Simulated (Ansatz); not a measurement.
The start is a randomly generated symmetric cell of TiB2 (space group No. 123). The structure is fully relaxed (lattice and positions, P = 0) with r2SCAN (plane waves to 500 eV, PAW, scalar-relativistic; Ansatz, a first-principles code). The first steps use a coarse 8×8×6 k-mesh.

Initial structure:
```
CELL_PARAMETERS angstrom
      2.96859     0.00000     0.00000
      0.00000     2.96859     0.00000
      0.00000     0.00000     3.69877
ATOMIC_POSITIONS crystal
  B  0.00000 0.50000 0.50000
  B  0.50000 0.00000 0.50000
  Ti 0.00000 0.00000 0.00000
```

Initial pressure: -14 GPa (negative: the cell is under tension)
Outcome: The space group stays P4/mmm (No. 123) (the run could not lower it), with 3 atoms in the primitive cell
Energy released: 0.06 eV/atom
Volume change: -6.8 %, from 10.87 to 10.13 Å³/atom
Shortest distances (start → end): The closest pairs of elements (up to four, under 3.6 Å), start → end: B–B 2.10 → 2.09 Å; B–Ti 2.37 → 2.28 Å; Ti–Ti 2.97 → 2.96 Å
Optimiser moves: 9

It ends as:

Space group P4/mmm (No. 123); a = b = 2.961 Å, c = 3.467 Å, α = β = γ = 90.00°

```csv
atom,site,symmetry,x,y,z
B,2e,mmm.,0.0000,0.5000,0.5000
Ti,1a,4/mmm,0.0000,0.0000,0.0000
```

Final values are on a 16×16×13 k-mesh of the relaxed cell. No spin polarisation in the result.

The run could not lose the symmetry of its start, so the end can be a saddle point.

All atoms sit on sites fixed by symmetry, so only the cell could relax.

The relaxed structure here is a generated cell of TiB2: the first start was made by a random draw of sites in a space group, and the end was not matched to a known phase here, so it may be hypothetical. Known forms of TiB2 include space group No. 191.
